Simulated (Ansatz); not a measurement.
Cu (fcc (Cu type)), relaxed and computed with several functionals in Ansatz (plane waves, PAW).

| functional | a (Å) |
|---|---|
| LDA | [?] |
| PBEsol | 3.563 |
| PBE+D3(BJ) | 3.563 |

**Question.** What belongs in the gaps?

**Answer.** 
- LDA, a (Å): 3.518

All cells were relaxed under the symmetry of their starts (and spin orders); stability against distortions was not tested throughout. Named crystals with no word on spin ran without spin polarisation.

Potentials: the earlier of the program's two PAW sets. The files were generated under PBE; for other functionals the program regenerates the frozen cores, and for LDA and PBEsol the local potential too.

Ansatz (a first-principles code) is a plane-wave DFT program.
